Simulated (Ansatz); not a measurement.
# Phases of Ga at 230 GPa

Structure types of Ga are relaxed in primitive cells with their symmetry kept at 230 GPa, first on PAW files, then by LAPW. The enthalpy is E + pV at zero temperature, without zero-point motion. Only the types listed were tried, and differences under about 5 meV/atom are mesh noise. Not among the end structures: fcc, which may lie lower.

Computed with Ansatz 0.2.0; functional LDA, scalar-relativistic. Settings: Fermi–Dirac smearing of 0.1 eV, no spin polarisation. Methods: LAPW: all electrons, basis error target 0.5 meV/atom; PAW: frozen-core files, cutoff 420 eV.

k meshes: bcc 20×20×20, hcp 18×18×10, diamond 15×15×15, sc 17×17×17, simple hexagonal 19×19×18.

The PAW files were made under PBE.

**Question.** Order the types by LAPW enthalpy, lowest first.
A. bcc
B. sc
C. diamond
D. simple hexagonal
E. hcp

**Answer.** E (0 meV/atom), A (125 meV/atom), D (406 meV/atom), B (809 meV/atom), C (3974 meV/atom).

```
      start type                   ends as          a, b, c (Å)  V (Å³/atom)  H − H(lowest), LAPW (meV/atom)  same, PAW
             bcc                bcc, Im-3m  2.592, 2.592, 2.592         8.71                           124.8      125.3
             hcp             hcp, P6_3/mmc  2.288, 2.288, 3.821         8.66                             0.0        0.0
         diamond            diamond, Fd-3m  4.369, 4.369, 4.369        10.42                          3974.1     3967.2
              sc                 sc, Pm-3m  2.087, 2.087, 2.087         9.09                           809.4      809.5
simple hexagonal  simple hexagonal, P6/mmm  2.197, 2.197, 2.130         8.90                           406.5      406.8
```

**Question.** Split the lead of hcp over bcc into energy and pV.

**Answer.** For bcc less hcp: ΔE = +54.3 meV/atom, and p·ΔV = 230 GPa × +0.0491 Å³ × 6.242 meV/(GPa·Å³) = +70.4 meV/atom, together 124.7 meV/atom. hcp wins on both counts.
